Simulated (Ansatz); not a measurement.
HBr in space group Cmc2_1 (No. 36; H on 4a, Br on 4a), r²SCAN+D4 (plane waves, PAW; program Ansatz), all energies at zero smearing, with the estimated change up to a 700 eV cutoff added, with one set of potentials and settings (totals compare only within such a set). Cell of 4 atoms (2 H, 2 Br): -5618.870 eV.

| element | reference phase | E (eV/atom) |
|---|---|---|
| H | Cmce, 4 atoms in the cell | -15.9523 |
| Br | Cmce, 4 atoms in the cell | -2792.9529 |

Formation energy per atom, worked out: (-5618.870 − 2×(-15.9523) − 2×(-2792.9529))/4 = -0.265 eV/atom (-26 kJ per mol of atoms), at 0 K, without zero-point energy or fitted corrections.

The workflow started from an entry of the Crystallography Open Database (COD), which files this formula under 3 space groups. The cell was relaxed with r²SCAN+D4 under the symmetry of its start; of distortions, only those at the zone centre were tested. The substance is a gas or liquid at ambient conditions. The references are the lowest solids computed at this level, not always the standard phases (solids in place of the gases).

Potentials: the later of the program's two PAW sets.
